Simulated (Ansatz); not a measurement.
Data sheet: LaAl2Ge2 (DFT)

LaAl2Ge2:
```yaml
crystal:
  lattice:
    - [4.29385, 0.00000, 0.00000]
    - [-2.14692, 3.71858, 0.00000]
    - [0.00000, 0.00000, 7.04748]
  atoms:
    - { symbol: La, position: [0.00000, 0.00000, 0.00000] }
    - { symbol: Al, position: [0.66667, 0.33333, 0.36424] }
    - { symbol: Al, position: [0.33333, 0.66667, 0.63576] }
    - { symbol: Ge, position: [0.66667, 0.33333, 0.72725] }
    - { symbol: Ge, position: [0.33333, 0.66667, 0.27275] }
```

Space group P-3m1 (No. 164); conventional cell a = b = 4.2938 Å, c = 7.0475 Å, α = β = 90.00°, γ = 120.00°.

Method: plane-wave PAW r²SCAN (Ansatz code). Structure relaxed to zero pressure with the same functional. Other levels are named where they apply.

### Cell and energy

| Item | Result |
|---|---|
| Volume per atom | 22.51 Å³ |
| Density | 4.99 g/cm³ |
| Formation energy from the elements (no fitted shifts) | -0.55 eV/atom |

### Electronic structure

| Item | Value |
|---|---|
| Electronic character | metallic (no gap) |
| Density of states at the Fermi level | 0.36 states/eV per atom (mean over ±0.08 eV) |

The first step of the workflow began from a Materials Project structure, measured or hypothetical; the Crystallography Open Database files this formula in space group No. 164, but the cells were not matched. Its standing as an ambient phase is unchecked. The cell was relaxed with r²SCAN under the symmetry of its start; whether a distortion lowers the energy is not shown. The references are the lowest solids computed at this level, not always the standard phases. Scalar-relativistic: spin–orbit coupling is off unless named, which matters more the heavier the elements.

Potentials: the earlier of the program's two PAW sets.
